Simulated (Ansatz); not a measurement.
## Sc3AlN4: zone-centre modes

Computed with DFT PBE, scalar-relativistic, plane waves, PAW in Ansatz 0.2.0. Cutoff 420 eV, 6×6×6 k-points (Γ-centred), fixed occupations. No spin polarisation. Phonons by linear response, acoustic sum rule imposed.

Equilibrium structure at this level:
```
CELL_PARAMETERS angstrom
4.76914 0.00000 0.00000
0.00000 4.76914 0.00000
0.00000 0.00000 4.76914
ATOMIC_POSITIONS crystal
Sc 0.50000 0.50000 0.00000
Sc 0.50000 0.00000 0.50000
Sc 0.00000 0.50000 0.50000
Al 0.00000 0.00000 0.00000
N 0.76294 0.76294 0.23706
N 0.76294 0.23706 0.76294
N 0.23706 0.76294 0.76294
N 0.23706 0.23706 0.23706
```

The cell was built by swapping an element in a database structure (itself possibly hypothetical) and relaxing; it need not be the stable form of this composition.

Task: Give the high-frequency dielectric tensor ε∞.

Result:
```
6.30 0.00 0.00
0.00 6.30 0.00
0.00 0.00 6.30
```

Task: Give the Born effective charges.

Result:
| atom | Z*xx | Z*yy | Z*zz | mean |
| --- | --- | --- | --- | --- |
| Sc (atom 1) | 3.02 | 3.02 | 2.94 | 3.00 |
| Al (atom 4) | 2.90 | 2.90 | 2.90 | 2.90 |
| N (atom 5) | -2.97 | -2.97 | -2.97 | -2.97 |

Task: How large is the static dielectric tensor with the ions free to move, and what share of it is ionic?

Result:
```
12.3  0.0  0.0
 0.0 12.3  0.0
 0.0  0.0 12.3
```
The ions give 49 % of its trace.

Cost: 1 run of about 2.1 core-minutes, on AMD EPYC 9R45 (Zen 5) (shared hosts).